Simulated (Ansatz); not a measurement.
BaTiO3, one cell by several methods

```yaml
crystal:
  lattice:
    - [4.12752, 0.00000, 0.00000]
    - [0.00000, 4.12752, 0.00000]
    - [0.00000, 0.00000, 4.00730]
  atoms:
    - { symbol: Ba, position: [0.50000, 0.50000, 0.50000] }
    - { symbol: Ti, position: [0.00000, 0.00000, 0.00000] }
    - { symbol: O, position: [0.50000, 0.00000, 0.00000] }
    - { symbol: O, position: [0.00000, 0.50000, 0.00000] }
    - { symbol: O, position: [0.00000, 0.00000, 0.50000] }
```

Atoms are numbered in the order listed.

The cell comes from COD entry 1507757, which wasn't checked; take it as a given geometry. The listed cell was then made from it by scaling, straining or moving an atom.

No spin–orbit coupling, which matters for the heavy atoms here.

Methods: DFT, LDA, PAW with Ansatz's default frozen-core files, scalar-relativistic (Ansatz 0.2.0); DFT, LDA, all-electron PAW with datasets made for the crystal, scalar-relativistic (Ansatz 0.2.0); DFT, LDA, all-electron LAPW, scalar-relativistic (Ansatz 0.2.0).

For PAW: a Γ-centred 8×8×8 k mesh, Fermi–Dirac smearing of 0.05 eV, cutoff 420 eV, no spin polarisation; the PAW files were made with PBE, and the program remakes their frozen cores for this functional. The crystal-made all-electron datasets (AE datasets) take a cutoff of 480 eV at this cell. LAPW targets a basis error of 1 meV/atom. The Ansatz runs share mesh, smearing and spin set-up. Plane-wave (PAW) pressures include the program's estimate of the Pulay term.

Stress and pressure are positive in compression.

The change that made this cell: equal xx and yy strain of +3 %.

No spin–orbit coupling: at heavy atoms the gradients can be off by tens of per cent for that reason.

| quantity | PAW | AE datasets | LAPW |
| --- | --- | --- | --- |
| pressure (GPa) | -17.10 | -17.00 | -17.00 |
| stress xx (GPa) | -18.45 | -18.35 | -18.35 |
| stress zz (GPa) | -14.41 | -14.30 | -14.30 |
| band gap (eV) | 1.542 | 1.538 | 1.538 |
| field gradient Vzz at Ba1 (10²¹ V/m²) | -0.23 | -0.23 | – |
| field gradient Vzz at Ti2 (10²¹ V/m²) | -2.53 | -2.51 | – |
| field gradient Vzz at O3 (10²¹ V/m²) | 3.22 | 3.11 | – |
| field gradient Vzz at O5 (10²¹ V/m²) | 1.92 | 1.82 | – |

PAW's pressure differs from the LAPW value by -0.10 GPa. Datasets made for the crystal and LAPW share parts of one code, so their agreement isn't an independent check.
